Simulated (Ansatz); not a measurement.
## Band table of SbW (CsCl type)

```
CELL_PARAMETERS angstrom
2.55147 0.00000 0.00000
0.00000 2.55147 0.00000
0.00000 0.00000 2.55147
ATOMIC_POSITIONS crystal
W 0.00000 0.00000 0.00000
Sb 0.50000 0.50000 0.50000
```

The cell comes from a relaxation on PAW files under the same functional, begun from a prototype that needn't be the stable phase.

Computed with Ansatz 0.2.0; functional PBE, scalar-relativistic. Settings: a Γ-centred 12×12×12 k mesh, Fermi–Dirac smearing of 0.08 eV, no spin polarisation. Methods: LAPW: all electrons, basis error target 1 meV/atom.

This run: volume at 0.45 of the series' base cell.

Spin–orbit coupling is left out, which matters for the heavy atoms. The structure type is held throughout; the real material can change phase at far lower pressure.

Path points, in fractions of the reciprocal vectors: Γ (0.000, 0.000, 0.000), X (0.000, 0.500, 0.000), M (0.500, 0.500, 0.000), R (0.500, 0.500, 0.500). The distance column jumps between branches of the path. Levels in eV from the Fermi level; bands 35 to 44, counted from the lowest band of the run. The gap is zero, the pressure 827.8 GPa.

```
# k(1/Å) point b35 b36 b37 b38 b39 b40 b41 b42 b43 b44
0.000 Γ -21.54 -8.64 -8.64 2.15 2.15 2.15 3.59 3.59 3.59 11.89
0.154 - -21.35 -8.66 -8.56 0.88 0.88 2.10 3.25 4.87 4.87 11.29
0.308 - -20.82 -8.69 -8.36 -0.82 -0.82 1.97 2.44 6.58 6.58 10.13
0.462 - -20.01 -8.75 -8.23 -2.39 -2.39 1.67 1.77 8.19 8.19 8.96
0.616 - -19.00 -8.82 -8.47 -3.75 -3.75 1.48 1.55 7.95 9.71 9.71
0.770 - -17.86 -9.23 -8.89 -4.85 -4.85 1.33 2.15 7.15 11.22 11.22
0.923 - -16.64 -10.40 -8.95 -5.67 -5.67 1.15 3.54 6.57 12.73 12.73
1.077 - -15.45 -11.66 -8.99 -6.17 -6.17 1.03 5.17 6.22 13.09 14.11
1.231 X -14.76 -12.38 -9.01 -6.34 -6.34 0.99 6.04 6.10 12.97 13.75
1.385 - -14.53 -12.61 -8.83 -6.24 -6.21 0.85 6.07 6.23 11.67 13.74
1.539 - -13.89 -13.20 -8.32 -6.02 -5.83 0.46 6.11 6.62 9.94 13.71
1.693 - -13.95 -12.92 -7.51 -5.86 -5.23 -0.05 5.97 7.22 8.65 13.62
1.847 - -14.70 -11.75 -6.54 -5.86 -4.44 -0.58 5.37 7.92 8.20 13.43
2.001 - -15.36 -10.48 -5.99 -5.68 -3.56 -1.06 4.80 8.37 8.61 11.62
2.155 - -15.86 -9.17 -6.18 -5.34 -2.68 -1.43 4.90 8.74 9.17 10.08
2.309 - -16.16 -7.89 -6.34 -5.71 -2.00 -1.66 5.70 9.00 9.22 9.54
2.463 M -16.27 -6.92 -6.41 -6.41 -1.73 -1.73 6.25 8.60 9.66 9.66
2.680 - -16.07 -8.36 -6.40 -5.38 -2.16 -1.65 5.30 8.10 9.36 10.78
2.898 - -15.65 -9.89 -6.43 -5.01 -3.02 -1.41 3.95 6.92 11.10 11.92
3.116 - -15.72 -10.45 -6.64 -5.51 -3.67 -1.00 3.12 6.85 11.30 12.60
3.333 - -16.91 -9.55 -7.07 -6.09 -3.73 -0.42 2.92 7.15 10.75 12.31
3.551 - -18.58 -8.60 -7.64 -5.41 -3.07 0.32 3.13 7.13 10.58 10.79
3.769 - -20.11 -8.54 -8.16 -3.00 -1.68 1.13 3.42 6.47 8.36 10.88
3.986 - -21.16 -8.62 -8.52 -0.06 0.30 1.85 3.56 5.15 5.69 11.48
4.204 Γ -21.54 -8.64 -8.64 2.15 2.15 2.15 3.59 3.59 3.59 11.89
4.470 - -20.98 -8.52 -8.52 -0.87 0.61 0.61 4.83 4.83 6.11 11.73
4.737 - -19.45 -8.13 -8.13 -3.93 -1.74 -1.74 6.62 6.62 7.92 11.63
5.004 - -17.49 -7.66 -7.66 -5.53 -3.79 -3.79 8.43 8.43 8.59 12.06
5.270 - -15.97 -8.53 -8.53 -4.96 -3.78 -3.78 7.86 9.78 9.78 13.04
5.537 - -15.15 -10.48 -10.48 -2.50 -1.79 -1.79 4.44 10.74 10.74 12.25
5.803 - -14.62 -12.27 -12.27 -0.96 0.96 0.96 2.34 11.28 11.28 12.86
6.070 - -14.16 -13.50 -13.50 -3.42 4.05 4.05 5.32 9.94 9.94 13.39
6.337 R -13.94 -13.94 -13.94 -4.54 6.95 6.95 7.38 7.38 7.38 12.94
6.554 - -14.12 -13.68 -13.58 -3.78 4.15 4.81 6.82 8.07 10.20 13.32
6.772 - -14.46 -12.95 -12.63 -1.76 1.25 1.94 5.46 8.17 12.40 12.92
6.990 - -14.67 -11.83 -11.52 -1.48 -0.56 0.84 3.96 7.92 11.20 11.44
7.207 - -14.62 -11.02 -10.46 -3.94 -1.88 0.74 5.43 7.41 9.81 10.20
7.425 - -14.24 -11.75 -9.00 -6.03 -1.50 -1.43 6.80 8.31 9.16 9.65
7.643 - -13.58 -13.14 -7.67 -7.64 -3.70 -0.28 6.34 7.13 9.84 12.80
7.860 - -14.31 -12.79 -8.66 -6.70 -5.55 0.68 6.11 6.37 11.17 13.72
8.078 X -14.76 -12.38 -9.01 -6.34 -6.34 0.99 6.04 6.10 12.97 13.75
9.819 R -13.94 -13.94 -13.94 -4.54 6.95 6.95 7.38 7.38 7.38 12.94
9.973 - -14.09 -13.76 -13.76 -4.15 4.55 6.92 7.09 7.09 9.23 13.60
10.127 - -14.46 -13.21 -13.21 -3.07 1.91 6.29 6.29 6.84 10.29 13.94
10.281 - -14.93 -12.35 -12.35 -1.47 -0.56 5.13 5.13 6.72 10.80 13.23
10.435 - -15.38 -11.22 -11.22 -2.72 0.50 3.72 3.72 6.59 11.15 12.20
10.589 - -15.76 -9.88 -9.88 -4.50 2.14 2.14 2.72 6.46 11.17 11.17
10.743 - -16.04 -8.43 -8.43 -5.83 0.48 0.48 5.07 6.35 10.35 10.35
10.897 - -16.21 -7.07 -7.07 -6.65 -1.02 -1.02 6.28 7.33 9.84 9.84
11.050 M -16.27 -6.92 -6.41 -6.41 -1.73 -1.73 6.25 8.60 9.66 9.66
```
